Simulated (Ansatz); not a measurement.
# VPt2: strain energy, fitted

VPt2, Immm, a = 2.720 Å, b = 3.796 Å, c = 8.368 Å. The structure is a COD entry; whether it is the stable form wasn't checked. Ansatz: r2SCAN, PAW, 500 eV, Γ-centred 14×10×4 mesh on 6 atoms, Gaussian smearing 0.10 eV; no spin polarisation. Series: equal strain along all axes, cell held, atoms relaxed; x is the strain in per cent. y is the free energy over the unstrained cell, V0 = 14.402 Å³/atom.

| x (%) | y (meV/atom) |
| --- | --- |
| -6.0 | ? |
| -4.0 | 204.66 |
| -2.0 | 47.12 |
| 0.0 | 0.00 |
| 2.0 | 40.31 |
| 4.0 | 148.83 |
| 6.0 | 309.50 |

Fit y = c2 x² + c3 x³ to the other rows, turn c2 into a modulus, and predict the missing energy.

Least squares on the rows shown. y = 11.086 x² − 0.41796 x³. In eV per unit strain² c2 is 110.9; the stiffness is B for this strain (E = 9/2 B V0 ε², shape held): 2 × 110.9 × 160.2 / (9 × 14.402) = 274 GPa. At x = -6.0 the fit asked for gives 489.38 meV/atom. The run gave 500.23 meV/atom, so the fit is 10.85 meV/atom too low, 2.2 % of the span of the series, against an rms of 0.98 meV/atom on the fitted rows. The row lies outside the fitted range. With a term in x⁴ added, a fit to the same known rows predicts 497.95 meV/atom, so most of the miss is curvature that the known rows already hold.

Spin–orbit coupling is left out, which can shift energies with elements as heavy as these.